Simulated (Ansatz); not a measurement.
TiAl:
Space group P-6m2 (No. 187); a = b = 2.849 Å, c = 4.616 Å, α = β = 90.00°, γ = 120.00°

| atom | site | symmetry | x | y | z |
|---|---|---|---|---|---|
| Ti | 1a | -6m2 | 0.0000 | 0.0000 | 0.0000 |
| Al | 1d | -6m2 | 0.3333 | 0.6667 | 0.5000 |

Relaxed at zero pressure with the program Ansatz at the PBEsol level (PAW).

Problem. The volume is lowered by 6 % and shape and atoms relax at that volume. What pressure results, and how do the axes share the change?

Solution. 7.6 GPa; a -2.3 %, b -2.3 %, c -1.5 %; the energy rises by 22 meV/atom.

Problem. Give the new structure.

Solution. 
Space group P-6m2 (No. 187); a = 2.783 Å, b = 2.783 Å, c = 4.549 Å, α = 90.00°, β = 90.00°, γ = 120.00°

| atom | site | symmetry | x | y | z |
|---|---|---|---|---|---|
| Ti | 1a | -6m2 | 0.0000 | 0.0000 | 0.0000 |
| Al | 1d | -6m2 | 0.3333 | 0.6667 | 0.5000 |

The phase is kept; no other phase was compared at this pressure.

The first step of the workflow began from a Materials Project structure, measured or hypothetical; the Crystallography Open Database copy checked does not list it. With Ti and Al taken as one species the cell has the higher symmetry P6_3/mmc, so it may be an ordered model of a mixed-site phase. It is not the phase usual at ambient conditions (space group No. 123). The PBEsol relaxation kept the symmetry of its start; whether a distortion lowers the energy is not shown. No spin polarisation was allowed. Axis ratios of metals converge slowly with the k-mesh, so a and c are less sure than the volume.

Potentials: the earlier of the program's two PAW sets. The files were generated under PBE; for other functionals the program regenerates the frozen cores, and for LDA and PBEsol the local potential too.
